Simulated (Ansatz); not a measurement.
Input file for Ansatz (a first-principles code):

Ansatz 0.2 input:
```yaml
crystal:
  lattice:
    - [0.0, 4.1129501553, 4.2649484747]
    - [2.3873623259, 0.0, 4.2649484747]
    - [2.3873623259, 4.1129501553, 0.0]
  atoms:
    - { symbol: Si, position: [0.6621089139, 0.3378910861, 0.6621089139] }
    - { symbol: Si, position: [0.3378910861, 0.6621089139, 0.3378910861] }
    - { symbol: Si, position: [0.5878910861, 0.9121089139, 0.5878910861] }
    - { symbol: Si, position: [0.9121089139, 0.5878910861, 0.9121089139] }
    - { symbol: Ti, position: [0.0, 0.0, 0.0] }
    - { symbol: Ti, position: [0.25, 0.25, 0.25] }
kpoints:
  mp_grid: { grid: [11, 11, 11] }
hamiltonian:
  xc: r2scan
  pseudopotentials: { kind: paw }
scf:
  occupations: { method: gaussian, width: 0.05 }
checkpoint: { read: metal.run }
output: { bader: true, populations: true }
```

Output (shortened):

```
Pseudopotential: Si, paw, valence charge 4
Pseudopotential: Ti, paw, valence charge 12
Functional definition: r2SCAN
Crystal: 6 atoms, lattice volume = 83.756 Å³
Basis set: ecut = 500 eV, 2121 PW (Γ), exchange–correlation on 180×144×144 points (64 copies of the dense FFT grid, shifted against one another)
Bands: 32, of which v1, the nominal top of the filled ones, is band 20 counted from 1 (19 counted from 0)
Symmetry: 8 space group operations
Space group: Fddd (ITA 70), of the structure as read, at distance tolerance 4.4e-5 Å
k-points: 216 of 1331
Stability of the state it starts from, as read at its close in the unpolarized treatment …
iter 1 solved again at ethr=8.02e-8 eV; its pass at ethr=3.10e-3 eV (dr2=3.21e-5 eV) is discarded
SCF iter   1: F=—  HF=-7568.178806 eV  |F-HF|=—  |Δ(HF+E_count)|=         —  Δρ=4.04e-7  dr2=1.22e-10  dr2_τ=3.04e-12  ethr=8.02e-8  ⟨swp⟩=2.9  Hψ=49369  notcnv=0
preconditioner: auto → Kerker (q_TF=auto, 2.412 Å⁻¹)
SCF iter   2: F=-7568.178806 eV  HF=-7568.178806 eV  |F-HF|=4.55e-12  |Δ(HF+E_count)|=  2.18e-11  Δρ=1.58e-7  dr2=2.94e-11  dr2_τ=3.26e-12  ethr=1.00e-12  ⟨swp⟩=6.4  Hψ=25337  notcnv=0
SCF 1 converged in 2 iterations: F = -7568.178806 eV  dr2 = 2.94e-11
SCF converged after 2 iterations
Free energy (F): -7568.178806 eV
Harris-Foulkes:  -7568.178806 eV  (|F-HF|=4.55e-12)
Internal energy: -7568.176434 eV  (E = F + TS)
E sigma→0 (E₀):  -7568.177620 eV
Entropy (-TS):   -0.002372 eV (-0.395 meV/atom)
Fermi energy:    12.691911 eV
--- Per-component energies (eV) ---
  E_band       = -244.381442
  E_kinetic    = 720.542646
  E_local      = -2012.691386  (includes V_loc(G=0)·N_el)
  E_nonlocal   = 111.434417
  E_hartree    = 878.491504
  E_xc         = -399.434765
  E_vxc        = -476.784067  (∫ρ·V_xc dr)
  E_paw        = -4191.488253  (= ΣΔE_a)
  E_vpaw       = -370.852178  (= ΣTr[D̂ρ^β])
  E_aug_tail   = 0.000200  (compensation charges beyond the density's cutoff)
  E_vtau       = 26.986059  (kinetic-family band-sum trace: ∫τ·v_τ [+ j·A + Jᵃ·Aᵃ] dr)
  E_ewald      = -2674.218150
  E_core_change = -0.812646  (= ΣΔE_core)
  E_smearing   = -0.002372  (= −TS)
  E_closure    =  0.000000  (closes the sum)
  Σ components = -7568.178806   (vs F -7568.178806, Δ=0.00e0)
  [band-id]    e_kinetic+e_local+e_nonlocal+2·e_hartree+e_vxc+e_vpaw+e_augmentation_tail+e_vtau = -244.381301   (vs E_band -244.381442, Δ=1.41e-4)
--- Band table (eV; the first three rows and the last of 216) ---
  k-point 0: bands = ["-45.9626", "-45.9323", "-21.2940", "-21.2808", "-21.1991", "-21.1839", "-21.1620", "-21.1602", "-0.6967", "5.6435", "6.7138", "6.8832", "7.2635", "8.6374", "8.8065", "9.9062", "10.2389", "10.3743", "10.6790", "11.1517", "11.6973", …
  k-point 1: bands = ["-45.9621", "-45.9327", "-21.2936", "-21.2805", "-21.2014", "-21.1840", "-21.1620", "-21.1599", "-0.6040", "5.4981", "6.1960", "6.8575", "7.5834", "8.6650", "8.8798", "9.9078", "10.1143", "10.3534", "11.0880", "11.1953", "11.6743", …
  k-point 2: bands = ["-45.9607", "-45.9340", "-21.2939", "-21.2784", "-21.2080", "-21.1838", "-21.1626", "-21.1584", "-0.3305", "5.1547", "5.4025", "6.8264", "7.6475", "8.5160", "9.3462", "9.5332", "10.5120", "10.6236", "11.3631", "11.4574", "11.8150", …
  k-point 215: bands = ["-45.9476", "-45.9470", "-21.2611", "-21.2556", "-21.2322", "-21.2255", "-21.1599", "-21.1582", "1.4031", "1.4166", "6.3435", "7.0767", "7.7068", "8.6406", "9.4194", "9.7021", "10.9220", "10.9839", "11.5707", "11.6236", "13.5587", …
--- Löwdin populations: 6 sites ---
  site symbol       q [e]
     0     Si      4.0927
     1     Si      4.0927
     2     Si      4.0927
     3     Si      4.0927
     4     Ti     11.5795
     5     Ti     11.5795
  spilling = 0.011756 (of n_electrons = 40.000000)
--- Bader charges: 6 sites ---
  site symbol  charge [e]  shift [e]
     0     Si     -0.6271     0.0029
     1     Si     -0.6272     0.0029
     2     Si     -0.6272     0.0029
     3     Si     -0.6271     0.0029
     4     Ti      1.2543     0.0058
     5     Ti      1.2543     0.0058
  shift: an alarm, by how much a part of what the PAW files miss would move the charge. Where it is large, compare
  with a run on PAW files of another source; a small one proves nothing
  estimated error of the sums over rays = 9.8e-4 e
```

Cost: around 2.5 core-minutes (rough) on shared cores.

The cell was relaxed with r²SCAN under the symmetry of its start; of distortions, only those at the zone centre were tested. The run is not spin-polarised.

Potentials: the later of the program's two PAW sets.

Ansatz is a plane-wave DFT program.
